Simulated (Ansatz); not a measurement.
Starting cell, Cd (hcp, Mg type):

```
Cd
1.0
    3.01606     0.00000     0.00000
   -1.50803     2.61198     0.00000
    0.00000     0.00000     5.81912
Cd
2
Cartesian
  0.00000   1.74132   4.36434
  1.50803   0.87066   1.45478
```

In this cell atom 2 (Cd, nearest neighbour Cd at 3.016 Å; its periodic images, 3.0 Å or more away, move with it) is moved by s along Cartesian [110], unit vector (0.707, 0.707, 0.000); all other atoms and the cell stay fixed.

Computed with PBE (plane waves to 420 eV, PAW, scalar-relativistic; Ansatz, an electronic-structure program). k mesh 14×14×7 (Γ-centred), Fermi-Dirac smearing 0.05 eV. The energy includes the smearing's −TS. With partly filled bands, energies and forces of such displacements shift with the k mesh and the smearing. On this mesh the relaxed cell isn't quite at rest: it carries a pressure of 0.2 GPa (compression positive) at the zero of the scan. Cd was relaxed with its symmetry unable to fall. The relaxed volume of Cd is well above the measured one; the method has no dispersion term. The zero of ΔE is the undisplaced structure.

Successive frames, forces in eV/Å:

```json
[
 {"frame": "s = -0.120 Å", "ΔE (eV/cell)": "0.0013", "F on Cd1": "(-0.013, -0.016, 0.000)", "F on Cd2": "(0.013, 0.016, 0.000)"},
 {"frame": "s = -0.240 Å", "ΔE (eV/cell)": "0.0046", "F on Cd1": "(-0.018, -0.030, 0.000)", "F on Cd2": "(0.018, 0.030, 0.000)"},
 {"frame": "s = -0.360 Å", "ΔE (eV/cell)": "0.0092", "F on Cd1": "(-0.016, -0.043, 0.000)", "F on Cd2": "(0.016, 0.043, 0.000)"}
]
```

Question: What are the energy and the forces in the next frame, s = -0.480 Å?

Answer: ΔE (eV/cell) = 0.0143.

```tsv
atom	Fx	Fy	Fz
Cd1	-0.008	-0.053	0.000
Cd2	0.008	0.053	0.000
```

(For displaced atoms, the force is minus the slope of the energy, and its curvature is a force constant, which sets phonon frequencies.)
